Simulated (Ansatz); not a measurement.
Input and command of a plane-wave DFT calculation in Ansatz:

```yaml
crystal:
  lattice:
    - [3.9085355334, 0.0, 0.0]
    - [0.0, 3.9085355334, 0.0]
    - [0.0, 0.0, 3.9085355334]
  atoms:
    - { symbol: V, position: [0.0, 0.5, 0.5], spin: 0.93 }
    - { symbol: V, position: [0.5, 0.0, 0.5], spin: 0.93 }
    - { symbol: V, position: [0.5, 0.5, 0.0], spin: 0.93 }
    - { symbol: Au, position: [0.0, 0.0, 0.0] }
basis:
  ecutwfc: 500
kpoints:
  mp_grid: { grid: [12, 12, 12] }
hamiltonian:
  xc: r2scan
scf:
  occupations: { method: gaussian, width: 0.1 }
output:
  forces: true
  stress: true
  eigenvalues: true
  populations: true
magnetization:
  spin_polarized: true
```

```bash
ansatz run input.yaml --threads 1 --pin off --max-ram 2560MiB --backend cpu --events-out ev --progress --plain --runs-dir out
```

Processor: Arm Neoverse V2, 1 thread, on a host shared with other jobs.

Question: Estimate time, memory and problem size.

Answer: About 2 min on 1 thread of Arm Neoverse V2, on a shared host, peak memory 0.98 GiB. It solves 37 bands at 84 k points (the mesh reduced by the symmetry that the task leaves, which can be less than the crystal's) with about 1503 plane waves, in 18 SCF iterations.
